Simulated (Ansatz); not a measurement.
HfSi2:
```cif
data_Hf2Si4
_chemical_formula_sum 'Hf2 Si4'
_space_group_name_H-M_alt 'I4/mmm'
_space_group_IT_number 139
_space_group_name_Hall '-I 4 2'
_cell_length_a 3.27462
_cell_length_b 3.27462
_cell_length_c 9.04986
_cell_angle_alpha 90.000
_cell_angle_beta 90.000
_cell_angle_gamma 90.000
loop_
_atom_site_label
_atom_site_type_symbol
_atom_site_symmetry_multiplicity
_atom_site_Wyckoff_symbol
_atom_site_fract_x
_atom_site_fract_y
_atom_site_fract_z
_atom_site_occupancy
Hf1 Hf 2 a 0.00000 0.00000 0.00000 1
Si1 Si 4 e 0.00000 0.00000 0.31570 1
```
(The calculation used a cell of 3 atoms; values per cell refer to that cell.)

Relaxed with PBE.

**Question.** Decompose the optical modes at the zone centre into irreducible representations, and say which are infrared and Raman allowed.

**Answer.** Point group 4/mmm: Γ_opt = A1g + A2u + Eg + Eu. Infrared: A2u, Eu. Raman: A1g, Eg.

**Question.** Assign frequencies (DFPT, PBE in the plane-wave PAW code Ansatz).

**Answer.** Eu 163, Eg 230, A2u 255, A1g 274 cm⁻¹.

A made-up cell: these elements were put on the sites of a structure type; neither database checked (COD, Materials Project) lists it. COD files the formula under space group No. 63, so this cell is another polymorph or a model. Whether it is the stable phase at ambient conditions was not checked. Symmetry was held in the PBE relaxation; of distortions, only those at the zone centre were tested. The run is not spin-polarised. As this level gives no gap, phonon frequencies hold no LO–TO term and depend on the k-mesh and smearing (Fermi–Dirac, 0.1 eV here). Scalar-relativistic: spin–orbit coupling is off unless named, which matters more the heavier the elements.

Potentials: the later of the program's two PAW sets.
